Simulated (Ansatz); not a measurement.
## Sb$_{3}$Au, a database entry at a rescaled volume

```
Sb Au
1.0
    -3.03438    3.03438    3.03438
     3.03438   -3.03438    3.03438
     3.03438    3.03438   -3.03438
Sb Au
3 1
Direct
  0.00000 0.50000 0.50000
  0.50000 0.00000 0.50000
  0.50000 0.50000 0.00000
  0.00000 0.00000 0.00000
```

The numbers come from plane-wave PAW DFT (Ansatz): r2SCAN, no spin polarisation, 500 eV, 8×8×8 Γ-centred k points, fermi-dirac occupations (width 0.1132 eV). Nothing was relaxed.

Question: Describe some of the short contacts.

Answer: Sb–Sb at 3.03 Å: least valence density 0.28 e/Å³ and ELF 0.60 there. Sb–Au at 3.03 Å: least valence density 0.25 e/Å³ and ELF 0.40 there. These are pseudo-fields; inside the PAW spheres they differ from the all-electron ones.

Question: How is the charge shared?

Answer: Bader charges in e: Sb +0.15, Au -0.46. In the mean Sb gives up most and Au takes most.

Question: Is it stable against the elements?

Answer: 0.10 eV an atom against the elements' usual phases (free molecules for gases, crystals otherwise, with no correction for O₂ or N₂), so at this geometry it isn't bound against them. Relaxing would lower it.

Question: What does the stress say?

Answer: The pressure is -4.6 GPa (compression positive), so with the atoms held at these fractions the cell would first shrink.

Question: What happens at the Fermi level?

Answer: It is a metal, with about 2.1 states/eV a cell as the mean within 0.25 eV of the Fermi level, mostly Sb p (77 %).

Origin: a database entry at a rescaled volume.
